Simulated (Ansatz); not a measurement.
An Ansatz (a first-principles code) run. Input:

Ansatz 0.2 input:
```yaml
crystal:
  lattice:
    - [1.3866854614, -4.6199979876, 0.0]
    - [1.3866854614, 4.6199979876, 0.0]
    - [0.0, 0.0, 7.1966501635]
  atoms:
    - { symbol: Ga, position: [0.2469897753, 0.7530102247, 0.25] }
    - { symbol: Ga, position: [0.7530102247, 0.2469897753, 0.75] }
    - { symbol: Ga, position: [0.0, 0.0, 0.5] }
    - { symbol: Ga, position: [0.0, 0.0, 0.0] }
    - { symbol: O, position: [0.3632396064, 0.6367603936, 0.9239248046] }
    - { symbol: O, position: [0.6367603936, 0.3632396064, 0.0760751954] }
    - { symbol: O, position: [0.6367603936, 0.3632396064, 0.4239248046] }
    - { symbol: O, position: [0.3632396064, 0.6367603936, 0.5760751954] }
    - { symbol: O, position: [0.1067589479, 0.8932410521, 0.75] }
    - { symbol: O, position: [0.8932410521, 0.1067589479, 0.25] }
kpoints:
  mp_grid: { grid: [10, 10, 4] }
hamiltonian:
  xc: r2scan
  pseudopotentials: { kind: paw }
scf:
  occupations: { method: fixed }
elastic: { mode: relaxed_ion, stencil: two_point, amplitude: 0.005, f_tol: 0.0005 }
```

Output (shortened):

```
Pseudopotential: Ga, paw, valence charge 13
Pseudopotential: O, paw, valence charge 6
Functional definition: r2SCAN
Crystal: 10 atoms, lattice volume = 92.210 Å³
Basis set: ecut = 500 eV, 2335 PW (Γ), exchange–correlation on 144×144×216 points (64 copies of the dense FFT grid, shifted against one another)
Bands: 54, of which v1, the nominal top of the filled ones, is band 44 counted from 1 (43 counted from 0)
Symmetry: 8 space group operations
Space group: Cmcm (ITA 63), of the structure as read, at distance tolerance 4.5e-5 Å
k-points: 93 of 400
SCF 1 converged in 14 iterations: F = -18575.026793 eV  dr2 = 5.19e-14
relax step   1: F+E_penalty+E_count = -18575.02679258 eV  Δ(F+E_penalty+E_count) = +0.000e0 eV  max|allowed force component| = 1.686e-3 eV/Å  Δτ_max = 0.0000 Å  (14 SCF iters, accepted)
Crystal: 10 atoms, lattice volume = 92.210 Å³
SCF 2 converged in 10 iterations: F = -18575.026793 eV  dr2 = 6.10e-14
relax step   2: F+E_penalty+E_count = -18575.02679279 eV  Δ(F+E_penalty+E_count) = -2.146e-7 eV  max|allowed force component| = 1.019e-3 eV/Å  Δτ_max = 0.0001 Å  (10 SCF iters, accepted)
Crystal: 10 atoms, lattice volume = 92.210 Å³
SCF 3 converged in 8 iterations: F = -18575.026793 eV  dr2 = 7.67e-14
relax step   3: F+E_penalty+E_count = -18575.02679294 eV  Δ(F+E_penalty+E_count) = -1.414e-7 eV  max|allowed force component| = 4.108e-4 eV/Å  Δτ_max = 0.0000 Å  (8 SCF iters, accepted)
Crystal: 10 atoms, lattice volume = 92.210 Å³
SCF 4 converged in 7 iterations: F = -18575.026793 eV  dr2 = 6.53e-14
Crystal: 10 atoms, lattice volume = 92.210 Å³
SCF 5 converged in 2 iterations: F = -18575.026793 eV  dr2 = 2.60e-14
Crystal: 10 atoms, lattice volume = 91.749 Å³
Basis set: ecut = 500 eV, 2315 PW (Γ), exchange–correlation on 144×144×216 points (64 copies of the dense FFT grid, shifted against one another)
SCF 6 converged in 13 iterations: F = -18575.022362 eV  dr2 = 1.72e-14
relax step   1: F+E_penalty+E_count = -18575.02236223 eV  Δ(F+E_penalty+E_count) = +0.000e0 eV  max|allowed force component| = 5.373e-2 eV/Å  Δτ_max = 0.0000 Å  (13 SCF iters, accepted)
Crystal: 10 atoms, lattice volume = 91.749 Å³
SCF 7 converged in 11 iterations: F = -18575.022721 eV  dr2 = 8.33e-14
relax step   2: F+E_penalty+E_count = -18575.02272117 eV  Δ(F+E_penalty+E_count) = -3.589e-4 eV  max|allowed force component| = 1.000e-2 eV/Å  Δτ_max = 0.0040 Å  (11 SCF iters, accepted)
Crystal: 10 atoms, lattice volume = 91.749 Å³
SCF 8 converged in 10 iterations: F = -18575.022727 eV  dr2 = 2.56e-14
relax step   3: F+E_penalty+E_count = -18575.02272675 eV  Δ(F+E_penalty+E_count) = -5.582e-6 eV  max|allowed force component| = 3.241e-3 eV/Å  Δτ_max = 0.0009 Å  (10 SCF iters, accepted)
Crystal: 10 atoms, lattice volume = 91.749 Å³
SCF 9 converged in 10 iterations: F = -18575.022729 eV  dr2 = 3.62e-15
relax step   4: F+E_penalty+E_count = -18575.02272870 eV  Δ(F+E_penalty+E_count) = -1.951e-6 eV  max|allowed force component| = 5.866e-5 eV/Å  Δτ_max = 0.0002 Å  (10 SCF iters, accepted)
Crystal: 10 atoms, lattice volume = 91.749 Å³
SCF 10 converged in 2 iterations: F = -18575.022729 eV  dr2 = 1.46e-15
Crystal: 10 atoms, lattice volume = 92.672 Å³
Basis set: ecut = 500 eV, 2355 PW (Γ), exchange–correlation on 144×144×216 points (64 copies of the dense FFT grid, shifted against one another)
SCF 11 converged in 13 iterations: F = -18575.022524 eV  dr2 = 2.67e-14
[...]
SCF 68 converged in 13 iterations: F = -18575.029822 eV  dr2 = 8.10e-14
relax step   3: F+E_penalty+E_count = -18575.02982180 eV  Δ(F+E_penalty+E_count) = -3.749e-3 eV  max|allowed force component| = 2.752e-2 eV/Å  Δτ_max = 0.0374 Å  (13 SCF iters, accepted)
Crystal: 10 atoms, lattice volume = 92.210 Å³
SCF 69 converged in 13 iterations: F = -18575.030942 eV  dr2 = 8.37e-14
relax step   4: F+E_penalty+E_count = -18575.03094184 eV  Δ(F+E_penalty+E_count) = -1.120e-3 eV  max|allowed force component| = 1.893e-2 eV/Å  Δτ_max = 0.0327 Å  (13 SCF iters, accepted)
Crystal: 10 atoms, lattice volume = 92.210 Å³
SCF 70 converged in 11 iterations: F = -18575.031018 eV  dr2 = 1.28e-14
relax step   5: F+E_penalty+E_count = -18575.03101817 eV  Δ(F+E_penalty+E_count) = -7.633e-5 eV  max|allowed force component| = 2.820e-3 eV/Å  Δτ_max = 0.0022 Å  (11 SCF iters, accepted)
Crystal: 10 atoms, lattice volume = 92.210 Å³
SCF 71 converged in 9 iterations: F = -18575.031020 eV  dr2 = 3.92e-14
relax step   6: F+E_penalty+E_count = -18575.03101987 eV  Δ(F+E_penalty+E_count) = -1.704e-6 eV  max|allowed force component| = 2.023e-4 eV/Å  Δτ_max = 0.0002 Å  (9 SCF iters, accepted)
Crystal: 10 atoms, lattice volume = 92.210 Å³
SCF 72 converged in 2 iterations: F = -18575.031020 eV  dr2 = 4.91e-15
SCF converged after 2 iterations
Stability not checked: this state was not tested for a lower state beside it, because too few of the mixer's solves of this state at the end of the SCF gave a …
Free energy (F): -18575.026793 eV
Harris-Foulkes:  -18575.026793 eV  (|F-HF|=3.64e-12)
Internal energy: -18575.026793 eV  (E = F + TS)
E sigma→0 (E₀):  -18575.026793 eV
Fermi energy:    10.275149 eV
--- Per-component energies (eV) ---
  E_band       = 12.417037
  E_kinetic    = 1528.681675
  E_local      = -8060.653945  (includes V_loc(G=0)·N_el)
  E_nonlocal   = 2033.148161
  E_hartree    = 3663.458151
  E_xc         = -684.503812
  E_vxc        = -863.084178  (∫ρ·V_xc dr)
  E_paw        = -9023.044165  (= ΣΔE_a)
  E_vpaw       = -2003.447589  (= ΣTr[D̂ρ^β])
  E_aug_tail   = 0.005939  (compensation charges beyond the density's cutoff)
  E_vtau       = 50.850685  (kinetic-family band-sum trace: ∫τ·v_τ [+ j·A + Jᵃ·Aᵃ] dr)
  E_ewald      = -8029.314872
  E_core_change = -2.803925  (= ΣΔE_core)
  E_smearing   =  0.000000  (= −TS)
  E_closure    =  0.000000  (closes the sum)
  Σ components = -18575.026793   (vs F -18575.026793, Δ=0.00e0)
--- Forces (eV/Å), atoms counted from 1 ---
  atom   1  Ga     0.00000000    -0.00036749     0.00000000
  atom   2  Ga     0.00000000     0.00036749     0.00000000
  atom   3  Ga     0.00000000     0.00000000     0.00000000
  atom   4  Ga     0.00000000     0.00000000     0.00000000
  atom   5  O      0.00000000     0.00004149     0.00004020
  atom   6  O      0.00000000    -0.00004149    -0.00004020
  atom   7  O      0.00000000    -0.00004149     0.00004020
  atom   8  O      0.00000000     0.00004149    -0.00004020
  atom   9  O      0.00000000    -0.00041081     0.00000000
  atom  10  O      0.00000000     0.00041081     0.00000000
  max |Σ_I F_I| component: 4.34e-19 eV/Å
--- Stress (GPa, compression-positive) ---
        0.014895       0.000000       0.000000
        0.000000       0.004986       0.000000
        0.000000       0.000000       0.003332
  P = ⅓ Tr σ = 0.0077 GPa (0.077 kbar)
--- Band table (eV; the first three rows and the last of 93) ---
  k-point 0: bands = ["-10.4282", "-9.1774", "-9.1099", "-8.3904", "-8.3390", "-7.8095", "-3.9547", "-3.8915", "-3.8285", "-3.7622", "-3.7551", "-3.7502", "-3.7156", "-3.6630", "-3.6177", "-3.5512", "-3.4274", "-3.4182", "-3.3143", "-3.2832", "-3.2093", …
  k-point 1: bands = ["-10.3302", "-9.6279", "-8.7312", "-8.4219", "-8.2631", "-7.8718", "-3.9495", "-3.9101", "-3.7940", "-3.7609", "-3.7528", "-3.7443", "-3.7076", "-3.6709", "-3.6551", "-3.6159", "-3.3882", "-3.3765", "-3.3092", "-3.2872", "-3.1950", …
  k-point 2: bands = ["-10.0493", "-10.0493", "-8.5168", "-8.5168", "-8.0528", "-8.0528", "-3.9341", "-3.9341", "-3.7573", "-3.7573", "-3.7296", "-3.7296", "-3.6944", "-3.6944", "-3.6893", "-3.6893", "-3.3581", "-3.3581", "-3.2976", "-3.2976", "-3.1652", …
  k-point 92: bands = ["-9.3992", "-9.3992", "-9.1645", "-9.1645", "-8.2136", "-8.2136", "-3.9328", "-3.9328", "-3.7583", "-3.7583", "-3.7558", "-3.7558", "-3.6925", "-3.6925", "-3.6804", "-3.6804", "-3.3554", "-3.3554", "-3.2965", "-3.2965", "-3.1839", …
--- Elastic constants: 6 strain directions × 2 members + reference (group order 8) ---
  dense FFT box of the reference and of every strained cell: 36×36×54
  strains applied: 11, 22, 33, 23, 13, 12; error gains …
  reference relaxed by the batch: 3 steps …
  largest displacement 1.0e-4 Å; the constants are those of the deck's cell at these positions:
  atoms:
    - { symbol: Ga, position: [0.2470006323517273, 0.7529993676482727, 0.25] }
    - { symbol: Ga, position: [0.7529993676482727, 0.2470006323517273, 0.7500000000000001] }
    - { symbol: Ga, position: [0.0, 0.0, 0.5] }
    - { symbol: Ga, position: [0.0, 0.0, 0.0] }
    - { symbol: O, position: [0.3632463451413529, 0.6367536548586471, 0.9239260860546695] }
    - { symbol: O, position: [0.6367536548586471, 0.3632463451413529, 0.0760739139453305] }
    - { symbol: O, position: [0.6367536548586471, 0.3632463451413529, 0.42392608605466947] }
    - { symbol: O, position: [0.3632463451413529, 0.6367536548586471, 0.5760739139453305] }
    - { symbol: O, position: [0.10675572889816148, 0.8932442711018385, 0.7500000000000001] }
    - { symbol: O, position: [0.8932442711018385, 0.10675572889816148, 0.25] }
  C = ∂σ_k/∂η_j (tension-positive GPa; Voigt order 11 22 33 23 13 12):
       553.713     94.417    120.752      0.000      0.000      0.000
        94.394    410.989    112.821      0.000      0.000      0.000
       120.726    112.825    232.864      0.000      0.000      0.000
         0.000      0.000      0.000     39.211      0.000      0.000
         0.000      0.000      0.000      0.000   -251.639      0.000
         0.000      0.000      0.000      0.000      0.000   -598.250
  reference stress σ⁰ (GPa):     -0.015     -0.005     -0.003      0.000      0.000      0.000
  moduli (Voigt/Reuss/Hill, GPa): K = 205.94/184.55/195.25   G = -104.16/135.82/15.83   E = 46.24   ν = 0.461
  mechanically stable: NO (min eigenvalue of sym C = -598.25 GPa)
  strain η (Voigt 11):  stress-route row diagonal C_11 = 553.71 GPa, energy-path curvature d²(F+E_count+ΔE)/dδ²/Ω₀ = 553.78 GPa
         δ    σ_11 (GPa)             F (eV)   n_scf  n_hpsi   n_pw
    -5.000e-3      -2.8353      -18575.0227287       2   36767   2359   relax 4 steps, max|allowed force component| 5.87e-5 eV/Å
     5.000e-3       2.7019      -18575.0228996       2   36984   2376   relax 3 steps, max|allowed force component| 1.10e-4 eV/Å
  strain η (Voigt 22):  stress-route row diagonal C_22 = 410.99 GPa, energy-path curvature d²(F+E_count+ΔE)/dδ²/Ω₀ = 411.00 GPa
         δ    σ_22 (GPa)             F (eV)   n_scf  n_hpsi   n_pw
    -5.000e-3      -2.0780      -18575.0238030       2   36767   2359   relax 4 steps, max|allowed force component| 1.09e-4 eV/Å
     5.000e-3       2.0319      -18575.0238696       2   36785   2383   relax 3 steps, max|allowed force component| 2.19e-4 eV/Å
  strain η (Voigt 33):  stress-route row diagonal C_33 = 232.86 GPa, energy-path curvature d²(F+E_count+ΔE)/dδ²/Ω₀ = 232.91 GPa
         δ    σ_33 (GPa)             F (eV)   n_scf  n_hpsi   n_pw
    -5.000e-3      -1.1991      -18575.0250861       2   37009   2350   relax 4 steps, max|allowed force component| 7.96e-5 eV/Å
     5.000e-3       1.1296      -18575.0251386       2   36953   2373   relax 3 steps, max|allowed force component| 4.56e-4 eV/Å
  strain η (Voigt 23):  stress-route row diagonal C_44 = 39.21 GPa, energy-path curvature d²(F+E_count+ΔE)/dδ²/Ω₀ = 39.21 GPa
         δ    σ_23 (GPa)             F (eV)   n_scf  n_hpsi   n_pw
    -5.000e-3      -0.1961      -18575.0265125       2   46299   2363   relax 6 steps, max|allowed force component| 2.36e-5 eV/Å
     5.000e-3       0.1961      -18575.0265125       2   46762   2363   relax 5 steps, max|allowed force component| 1.50e-5 eV/Å
  strain η (Voigt 13):  stress-route row diagonal C_55 = -251.64 GPa, energy-path curvature d²(F+E_count+ΔE)/dδ²/Ω₀ = -252.81 GPa
         δ    σ_13 (GPa)             F (eV)   n_scf  n_hpsi   n_pw
    -5.000e-3       1.2581      -18575.0286162       2   46523   2364   relax 5 steps, max|allowed force component| 4.65e-4 eV/Å
     5.000e-3      -1.2583      -18575.0286163       2   46085   2364   relax 6 steps, max|allowed force component| 2.25e-5 eV/Å
  strain η (Voigt 12):  stress-route row diagonal C_66 = -598.25 GPa, energy-path curvature d²(F+E_count+ΔE)/dδ²/Ω₀ = -586.63 GPa
         δ    σ_12 (GPa)             F (eV)   n_scf  n_hpsi   n_pw
    -5.000e-3       2.9915      -18575.0310198       2   61596   2368   relax 6 steps, max|allowed force component| 4.69e-4 eV/Å
     5.000e-3      -2.9910      -18575.0310199       2   61755   2368   relax 6 steps, max|allowed force component| 2.02e-4 eV/Å
```

Cost: roughly 60 core-minutes on shared cores.

The first step of the workflow began from a Materials Project structure, measured or hypothetical; the Crystallography Open Database copy checked does not list it. It is not the phase usual at ambient conditions (space group No. 12, 167). Symmetry was held in the r²SCAN relaxation. At this level the phase is dynamically unstable (imaginary phonons). Spin–orbit coupling is left out wherever it is not named.

Potentials: the later of the program's two PAW sets.

Ansatz is a plane-wave DFT program.
